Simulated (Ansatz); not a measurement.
A geometry of MgF2 away from equilibrium: the start of the relaxation of a generated cell, MgF2 placed in the CdI2 structure type. All values below come from PBEsol (plane waves to 420 eV, PAW, scalar-relativistic; Ansatz, a program for electronic structure). Γ-centred k-mesh 9×9×5 on the run's cell (coarser than for final values), Fermi–Dirac smearing 0.05 eV.

```xyz
3
Lattice="2.9279 0.0000 0.0000 -1.4640 2.5357 0.0000 0.0000 0.0000 4.7234" Properties=species:S:1:pos:R:3:forces:R:3 pbc="T T T" free_energy=-3517.061 pressure_GPa=-5.0
Mg     0.0000     0.0000     0.0000    0.0000    0.0000    0.0000
F      0.0000     1.6904     1.1903    0.0000    0.0000   -2.1200
F      1.4640     0.8452     3.5331    0.0000    0.0000    2.1200
```

Positions in Å, forces in eV/Å, free energy of the cell in eV (comparable only within this code, potentials and settings). Largest force: 2.12 eV/Å, on F2, F3 (atoms numbered as listed); the geometry lies 0.19 eV/atom above the end of its relaxation.

No spin polarisation in the result. Without a van der Waals term the distances between weakly bound units are poorly fixed.

The run could not lose the symmetry of its start, so the end can be a saddle point.

The end of the path is a generated cell of MgF2: the first start was made by placing the elements on the sites of a structure type, and the end was not matched to a known phase here, so it may be hypothetical. Known forms of MgF2 include space group No. 136.
